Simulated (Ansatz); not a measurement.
Harmonic vibrational thermodynamics of TiSeS in space group P3m1 (No. 156; Ti on 1b, Se on 1c, S on 1a) at fixed volume, LDA in the plane-wave PAW code Ansatz. The rows extrapolate the 0 K crystal and know nothing of melting or changes of phase.

```tsv
T (K)	F_vib (meV/atom)	S (J/K per mol of atoms)	C_V (J/K per mol of atoms)
50	38.3	2.2	4.9
100	35.6	8.2	13.0
200	[?]	20.0	[?]
300	[?]	28.8	[?]
400	[?]	35.5	[?]
600	-122.5	45.2	24.4
800	-224.0	52.3	24.6
1000	-338.3	57.8	24.7
```

Task: What belongs in the gaps?

Result: 
- 400, C_V (J/K per mol of atoms): 23.7
- 400, F_vib (meV/atom): -38.2
- 300, C_V (J/K per mol of atoms): 22.7
- 300, F_vib (meV/atom): -4.8
- 200, C_V (J/K per mol of atoms): 20.4
- 200, F_vib (meV/atom): 20.8

The workflow started from a Materials Project entry (that database holds measured and hypothetical structures alike); the Crystallography Open Database copy checked does not list it. Whether it is the stable phase at ambient conditions was not checked. The cell was relaxed with LDA under the symmetry of its start; its stability against distortions is not shown here. No spin polarisation was allowed. A crystal of weakly bound layers computed without a dispersion correction: the cell and the soft elastic constants depend strongly on that. Spin–orbit coupling is left out wherever it is not named.

Potentials: the later of the program's two PAW sets.
